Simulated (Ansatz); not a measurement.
Values for one crystal, relaxed and computed with the program Ansatz at the PBE level (PAW); other levels are named.

| Property | Value |
|---|---|
| Volume per atom | 11.64 Å³ |
| Electronic character | metallic (no gap) |
| Gap with spin–orbit coupling | none (metallic) |
| Density of states at the Fermi level | 0.61 states/eV per atom (mean over ±0.08 eV) |
| Formation energy from the elements (no fitted shifts) | -0.33 eV/atom |
| Bulk modulus (Birch–Murnaghan fit) | 2310 kbar |
| Pressure derivative B′ | 4.8 |

Q: Which of these materials gives this?
(A) GaMo2N, P6_3/mmc (Ga on 2d, Mo on 4f, N on 2a)
(B) GeB2Mo2, P-6m2 (Mo on 2h, Ge on 1a, B on 1b, B on 1f)
(C) ZnSe, P-6m2 (Zn on 1a, Se on 1f)
(D) AlMo2C, P6_3/mmc (Al on 2d, Mo on 4f, C on 2a)

A: B, GeB2Mo2, P-6m2 (Mo on 2h, Ge on 1a, B on 1b, B on 1f)

The start of the workflow was typed in or built on a structure type; neither database checked (COD, Materials Project) lists it. Whether it is the stable phase at ambient conditions was not checked. The cell was relaxed with PBE under the symmetry of its start; whether a distortion lowers the energy is not shown. The run is not spin-polarised. The references are the lowest solids computed at this level, not always the standard phases. Scalar-relativistic: spin–orbit coupling is off unless named, which matters more the heavier the elements.

Potentials: the earlier of the program's two PAW sets.
